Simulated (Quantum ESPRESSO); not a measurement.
# Si3GaO7F: finding a planted mistake in a log

Simulated, not a measurement. The program is pw.x of Quantum ESPRESSO 7.5 (plane-wave density functional theory). The cell is made up: 12 atoms on a fluorite lattice, with randomly drawn elements, strain and displacements, not relaxed. PseudoDojo standard norm-conserving files (v0.5 for PBE, v0.4.1 for LDA and PBEsol) set the functional; there is no spin polarisation, spin-orbit coupling or dispersion term, and the masses in the input are unused placeholders.

Intended input:

```
&control calculation='scf', pseudo_dir='./dojo.nc.sr.pbe.v0_5.standard.upf', outdir='./o', disk_io='low', tprnfor=.true., tstress=.true. /
&system ibrav=0, nat=12, ntyp=4, nbnd=43, ecutwfc=84.00895049, nosym=.true., tot_charge=0,
 occupations='smearing', smearing='fd', degauss=0.0018374661
/
&electrons conv_thr=7.350e-09, electron_maxstep=60, /
ATOMIC_SPECIES
F 1.0 F.upf
Ga 1.0 Ga.upf
O 1.0 O.upf
Si 1.0 Si.upf
CELL_PARAMETERS angstrom
4.6709 0.0 0.0
0.0 4.6709 0.0
0.0 0.0 4.6709
ATOMIC_POSITIONS angstrom
Si -0.0512 0.0095 -0.032
Ga -0.0257 2.3389 2.3439
Si 2.3768 0.0025 2.3275
Si 2.3 2.3048 -0.0293
O 1.1384 1.1794 1.1307
O 1.123 1.2177 3.5022
F 1.1342 3.5251 1.1562
O 1.1686 3.5208 3.4658
O 3.4925 1.1499 1.1225
O 3.4456 1.1666 3.5041
O 3.5175 3.5387 1.184
O 3.549 3.4278 3.4724
K_POINTS automatic
5 5 5 1 1 1
```

The log is shortened where brackets say so; the opening notice, blank lines, dates and the lines on written files are dropped, and the path of the files is cut. It prints rydbergs, bohrs and kilobars, and counts compression as positive stress. Where no state is partly filled, the Fermi energy that it prints is only some level between the filled and the empty states on the mesh, and need not lie in the true gap.

Log of the intended run:

```
     Program PWSCF v.7.5
     Parallel version (MPI & OpenMP), running on       4 processor cores
     Number of MPI processes:                 4
     Threads/MPI process:                     1
     [start-up lines left out]
     bravais-lattice index     =            0
     lattice parameter (alat)  =       8.8267  a.u.
     unit-cell volume          =     687.6989 (a.u.)^3
     number of atoms/cell      =           12
     number of atomic types    =            4
     number of electrons       =        74.00
     number of Kohn-Sham states=           43
     kinetic-energy cutoff     =      84.0090  Ry
     charge density cutoff     =     336.0358  Ry
     scf convergence threshold =      7.3E-09
     mixing beta               =       0.7000
     number of iterations used =            8  plain     mixing
     Exchange-correlation= PBE
                           (   1   4   3   4   0   0   0)
     [axes and pseudopotential details left out]
   Cartesian axes
     site n.     atom                  positions (alat units)
         1        Si     tau(   1) = (  -0.0109615   0.0020339  -0.0068509  )
         2        Ga     tau(   2) = (  -0.0055022   0.5007386   0.5018091  )
         3        Si     tau(   3) = (   0.5088527   0.0005352   0.4982980  )
         4        Si     tau(   4) = (   0.4924105   0.4934381  -0.0062729  )
         5        O      tau(   5) = (   0.2437218   0.2524995   0.2420733  )
         6        O      tau(   6) = (   0.2404248   0.2606992   0.7497913  )
         7        F      tau(   7) = (   0.2428226   0.7546940   0.2475326  )
         8        O      tau(   8) = (   0.2501873   0.7537734   0.7419983  )
         9        O      tau(   9) = (   0.7477146   0.2461838   0.2403177  )
        10        O      tau(  10) = (   0.7376737   0.2497591   0.7501980  )
        11        O      tau(  11) = (   0.7530669   0.7576056   0.2534843  )
        12        O      tau(  12) = (   0.7598107   0.7338629   0.7434113  )
     number of k points=    63  Fermi-Dirac smearing, width (Ry)=  0.0018
                       cart. coord. in units 2pi/alat
        k(    1) = (   0.1000000   0.1000000   0.1000000), wk =   0.0320000
        k(    2) = (   0.1000000   0.1000000   0.3000000), wk =   0.0320000
     [further k points left out]
     Dense  grid:    71591 G-vectors     FFT dimensions: (  54,  54,  54)
     Estimated max dynamical RAM per process >     200.70 MB
     Estimated total dynamical RAM >     750.36 MB
     Initial potential from superposition of free atoms
     starting charge      73.9955, renormalised to      74.0000
     Starting wfcs are   53 randomized atomic wfcs
     total cpu time spent up to now is        2.6 secs
     per-process dynamical memory:   160.4 Mb
     Self-consistent Calculation
     iteration #  1     ecut=    84.01 Ry     beta= 0.70
     Davidson diagonalization with overlap
     ethr =  1.00E-02,  avg # of iterations =  3.2
     total cpu time spent up to now is        7.4 secs
     total energy              =    -457.94801623 Ry
     estimated scf accuracy    <       2.74308101 Ry
     iteration #  2     ecut=    84.01 Ry     beta= 0.70
     Davidson diagonalization with overlap
     ethr =  3.71E-03,  avg # of iterations =  2.4
     total cpu time spent up to now is       12.3 secs
     total energy              =    -458.67111654 Ry
     estimated scf accuracy    <       2.45457024 Ry
     [iterations 3 to 11 left out]
     iteration # 12     ecut=    84.01 Ry     beta= 0.70
     Davidson diagonalization with overlap
     ethr =  7.13E-11,  avg # of iterations =  3.2
     total cpu time spent up to now is       57.8 secs
     total energy              =    -459.14509853 Ry
     estimated scf accuracy    <       0.00000005 Ry
     iteration # 13     ecut=    84.01 Ry     beta= 0.70
     Davidson diagonalization with overlap
     ethr =  6.45E-11,  avg # of iterations =  2.0
     total cpu time spent up to now is       61.7 secs
     End of self-consistent calculation
     [lines on levels left out]
     the Fermi energy is    11.7870 ev
!    total energy              =    -459.14509853 Ry
     estimated scf accuracy    <          2.9E-09 Ry
     smearing contrib. (-TS)   =      -0.00000000 Ry
     internal energy E=F+TS    =    -459.14509853 Ry
     The total energy is F=E-TS. E is the sum of the following terms:
     one-electron contribution =    -111.62800523 Ry
     hartree contribution      =     118.70818693 Ry
     xc contribution           =    -121.74482799 Ry
     ewald contribution        =    -344.48045224 Ry
     convergence has been achieved in  13 iterations
     Forces acting on atoms (cartesian axes, Ry/au):
     atom    1 type  4   force =    -0.06908552    0.08627275   -0.06967399
     atom    2 type  2   force =    -0.03475559   -0.07406250    0.02806149
     atom    3 type  4   force =     0.06926014    0.08038483    0.07088024
     atom    4 type  4   force =     0.06794188   -0.09595661   -0.08543762
     atom    5 type  3   force =     0.05362947   -0.03786840   -0.01727842
     atom    6 type  3   force =     0.02402058   -0.04476988    0.03422854
     atom    7 type  1   force =     0.03913108    0.01622616   -0.03737032
     atom    8 type  3   force =     0.07823053    0.06849230    0.05245157
     atom    9 type  3   force =    -0.04295306   -0.01030706   -0.01619514
     atom   10 type  3   force =    -0.05072555   -0.09583716    0.00829539
     atom   11 type  3   force =    -0.07190982    0.02784012   -0.05445985
     atom   12 type  3   force =    -0.06278414    0.07958543    0.08649812
     Total force =     0.357466     Total SCF correction =     0.000048
     Computing stress (Cartesian axis) and pressure
          total   stress  (Ry/bohr**3)                   (kbar)     P=       16.87
   0.00010684  -0.00015392   0.00010644           15.72      -22.64       15.66
  -0.00015392   0.00011107   0.00009260          -22.64       16.34       13.62
   0.00010644   0.00009260   0.00012617           15.66       13.62       18.56
     init_run     :      2.37s CPU      2.47s WALL (       1 calls)
     electrons    :     58.85s CPU     59.13s WALL (       1 calls)
     forces       :      0.99s CPU      0.99s WALL (       1 calls)
     stress       :      3.30s CPU      3.30s WALL (       1 calls)
     [timing details left out]
     PWSCF        :   1m 5.61s CPU   1m 6.03s WALL
     JOB DONE.
```

A second run was made from an input with one planted mistake. Its log:

```
     Program PWSCF v.7.5
     Parallel version (MPI & OpenMP), running on       4 processor cores
     Number of MPI processes:                 4
     Threads/MPI process:                     1
     [start-up lines left out]
     bravais-lattice index     =            0
     lattice parameter (alat)  =       8.8267  a.u.
     unit-cell volume          =     687.6989 (a.u.)^3
     number of atoms/cell      =           12
     number of atomic types    =            4
     number of electrons       =        74.00
     number of Kohn-Sham states=           43
     kinetic-energy cutoff     =      84.0090  Ry
     charge density cutoff     =     336.0358  Ry
     scf convergence threshold =      3.7E-03
     mixing beta               =       0.7000
     number of iterations used =            8  plain     mixing
     Exchange-correlation= PBE
                           (   1   4   3   4   0   0   0)
     [axes and pseudopotential details left out]
   Cartesian axes
     site n.     atom                  positions (alat units)
         1        Si     tau(   1) = (  -0.0109615   0.0020339  -0.0068509  )
         2        Ga     tau(   2) = (  -0.0055022   0.5007386   0.5018091  )
         3        Si     tau(   3) = (   0.5088527   0.0005352   0.4982980  )
         4        Si     tau(   4) = (   0.4924105   0.4934381  -0.0062729  )
         5        O      tau(   5) = (   0.2437218   0.2524995   0.2420733  )
         6        O      tau(   6) = (   0.2404248   0.2606992   0.7497913  )
         7        F      tau(   7) = (   0.2428226   0.7546940   0.2475326  )
         8        O      tau(   8) = (   0.2501873   0.7537734   0.7419983  )
         9        O      tau(   9) = (   0.7477146   0.2461838   0.2403177  )
        10        O      tau(  10) = (   0.7376737   0.2497591   0.7501980  )
        11        O      tau(  11) = (   0.7530669   0.7576056   0.2534843  )
        12        O      tau(  12) = (   0.7598107   0.7338629   0.7434113  )
     number of k points=    63  Fermi-Dirac smearing, width (Ry)=  0.0018
                       cart. coord. in units 2pi/alat
        k(    1) = (   0.1000000   0.1000000   0.1000000), wk =   0.0320000
        k(    2) = (   0.1000000   0.1000000   0.3000000), wk =   0.0320000
     [further k points left out]
     Dense  grid:    71591 G-vectors     FFT dimensions: (  54,  54,  54)
     Estimated max dynamical RAM per process >     200.70 MB
     Estimated total dynamical RAM >     750.36 MB
     Initial potential from superposition of free atoms
     starting charge      73.9955, renormalised to      74.0000
     Starting wfcs are   53 randomized atomic wfcs
     total cpu time spent up to now is        2.5 secs
     per-process dynamical memory:   160.4 Mb
     Self-consistent Calculation
     iteration #  1     ecut=    84.01 Ry     beta= 0.70
     Davidson diagonalization with overlap
     ethr =  1.00E-02,  avg # of iterations =  3.2
     total cpu time spent up to now is        7.2 secs
     total energy              =    -457.94801623 Ry
     estimated scf accuracy    <       2.74308101 Ry
     iteration #  2     ecut=    84.01 Ry     beta= 0.70
     Davidson diagonalization with overlap
     ethr =  3.71E-03,  avg # of iterations =  2.4
     total cpu time spent up to now is       12.2 secs
     total energy              =    -458.67111654 Ry
     estimated scf accuracy    <       2.45457024 Ry
     iteration #  3     ecut=    84.01 Ry     beta= 0.70
     Davidson diagonalization with overlap
     ethr =  3.32E-03,  avg # of iterations =  2.0
     total cpu time spent up to now is       16.5 secs
     total energy              =    -459.12867300 Ry
     estimated scf accuracy    <       0.04561288 Ry
     iteration #  4     ecut=    84.01 Ry     beta= 0.70
     Davidson diagonalization with overlap
     ethr =  6.16E-05,  avg # of iterations =  5.5
     total cpu time spent up to now is       22.0 secs
     total energy              =    -459.14402108 Ry
     estimated scf accuracy    <       0.00684918 Ry
     iteration #  5     ecut=    84.01 Ry     beta= 0.70
     Davidson diagonalization with overlap
     ethr =  9.26E-06,  avg # of iterations =  6.4
     total cpu time spent up to now is       27.8 secs
     End of self-consistent calculation
     [lines on levels left out]
     the Fermi energy is    11.7445 ev
!    total energy              =    -459.14336302 Ry
     estimated scf accuracy    <       0.00307801 Ry
     smearing contrib. (-TS)   =      -0.00000000 Ry
     internal energy E=F+TS    =    -459.14336302 Ry
     The total energy is F=E-TS. E is the sum of the following terms:
     one-electron contribution =    -111.71282170 Ry
     hartree contribution      =     118.85338827 Ry
     xc contribution           =    -121.80347735 Ry
     ewald contribution        =    -344.48045224 Ry
     convergence has been achieved in   5 iterations
     Forces acting on atoms (cartesian axes, Ry/au):
     atom    1 type  4   force =    -0.07252088    0.08868603   -0.07217100
     atom    2 type  2   force =    -0.03679049   -0.07563716    0.02922486
     atom    3 type  4   force =     0.07249546    0.08259093    0.07385283
     atom    4 type  4   force =     0.07060670   -0.09895217   -0.08777653
     atom    5 type  3   force =     0.05436967   -0.03845144   -0.01887948
     atom    6 type  3   force =     0.02410400   -0.04518016    0.03473502
     atom    7 type  1   force =     0.03989614    0.01687023   -0.03772886
     atom    8 type  3   force =     0.07845739    0.06857117    0.05300398
     atom    9 type  3   force =    -0.04366622   -0.01013053   -0.01552210
     atom   10 type  3   force =    -0.05078142   -0.09599974    0.00821506
     atom   11 type  3   force =    -0.07279655    0.02748793   -0.05399740
     atom   12 type  3   force =    -0.06337381    0.08014490    0.08704361
     Total force =     0.364637     Total SCF correction =     0.124538
     SCF correction compared to forces is large: reduce conv_thr to get better values
     Computing stress (Cartesian axis) and pressure
          total   stress  (Ry/bohr**3)                   (kbar)     P=       45.21
   0.00029581  -0.00015144   0.00010891           43.52      -22.28       16.02
  -0.00015144   0.00030476   0.00008729          -22.28       44.83       12.84
   0.00010891   0.00008729   0.00032137           16.02       12.84       47.28
     init_run     :      2.31s CPU      2.40s WALL (       1 calls)
     electrons    :     25.14s CPU     25.29s WALL (       1 calls)
     forces       :      0.98s CPU      0.99s WALL (       1 calls)
     stress       :      3.25s CPU      3.25s WALL (       1 calls)
     [timing details left out]
     PWSCF        :     31.78s CPU     32.04s WALL
     JOB DONE.
```

Question: what was wrong in the second input?

Answer: the self-consistency threshold is too loose. The input lines that differ, file-writing options aside:

```
- &electrons conv_thr=7.350e-09, electron_maxstep=60, /
+ &electrons conv_thr=3.675e-03, electron_maxstep=60, /
```

|  | intended run | run with the mistake |
| --- | --- | --- |
| free energy (eV) | -6246.987 | -6246.964 |
| smearing term -TS (eV) | 0.0000 | 0.0000 |
| pressure (GPa) | 1.69 | 4.52 |
| largest force component (eV/Å) | 2.467 | 2.544 |
| largest change of a force component (eV/Å) |  | 0.088 |
| iterations | 13 | 5 |

For scale, a rerun of the intended cell at a cutoff of 1437 eV and k mesh 7 x 7 x 7 moved values by no more than 0.002 eV in energy, 0.03 GPa in stress and 0.002 eV/Å in force.